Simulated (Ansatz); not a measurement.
A distorted cell of Yb (fcc, Cu type):

```xyz
1
Lattice="0.0000 2.6750 2.6750 2.6750 0.0000 2.6750 2.6750 2.6750 0.0000" Properties=species:S:1:pos:R:3 pbc="T T T"
Yb     0.0000     0.0000     0.0000
```

The numbers are results of PBE (plane waves to 420 eV, PAW, scalar-relativistic; Ansatz, a first-principles code), not measurements. k mesh 15×15×15 (Γ-centred), Fermi-Dirac smearing 0.05 eV. The energy includes the smearing's −TS. Stress and pressure are positive under compression. The PAW data are Ansatz's earlier set. The relaxed volume of Yb is well below the measured one. Yb is run without spin polarisation. Yb was relaxed with its symmetry unable to fall. The f-shell state is unchecked: a lower one may exist.

**Question.** Give the stress tensor in GPa and the pressure.

**Answer.** 
```
   -1.2      0.0      0.0
    0.0     -1.2      0.0
    0.0      0.0     -1.2
```
The pressure, a third of the trace, is -1.2 GPa.

**Question.** It is the relaxed cell scaled evenly to V/V₀ = 1.075, atoms relaxed where free. What is its energy relative to the relaxed cell?

**Answer.** 11 meV/atom.

(A scan under strain: stresses follow from slopes of the energy per volume, elastic moduli from its curvatures.)
